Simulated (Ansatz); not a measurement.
Relaxed Ge (diamond):

```yaml
crystal:
  lattice:
    - [0.00000, 2.88084, 2.88084]
    - [2.88084, 0.00000, 2.88084]
    - [2.88084, 2.88084, 0.00000]
  atoms:
    - { symbol: Ge, position: [0.50000, 0.50000, 0.50000] }
    - { symbol: Ge, position: [0.75000, 0.75000, 0.75000] }
```

In this cell atom 2 (Ge, nearest neighbour Ge at 2.495 Å; its periodic images, 4.1 Å or more away, move with it) is moved by s along Cartesian z, unit vector (0.000, 0.000, 1.000); all other atoms and the cell stay fixed.

Level of theory: PBE (plane waves to 420 eV, PAW, scalar-relativistic; Ansatz, a program for electronic structure). k mesh 11×11×11 (Γ-centred), Fermi-Dirac smearing 0.05 eV. E stands for the smeared free energy. With partly filled bands, energies and forces of such displacements shift with the k mesh and the smearing. Ge was relaxed with its symmetry unable to fall. ΔE is measured from the undisplaced structure.

Give the computed ΔE (meV/cell) at s (Å) = -0.750, -0.600, -0.300, -0.150, 0.150, 0.450, 0.600, 0.750.


```
s (Å)   ΔE (meV/cell)
------  -------------
-0.750           2122
-0.600           1494
-0.300            428
-0.150            110
0.150             110
0.450             910
0.600            1494
0.750            2122
```

(A displaced cell: forces are minus the slopes of the energy, force constants its curvatures, and phonons follow from these.)
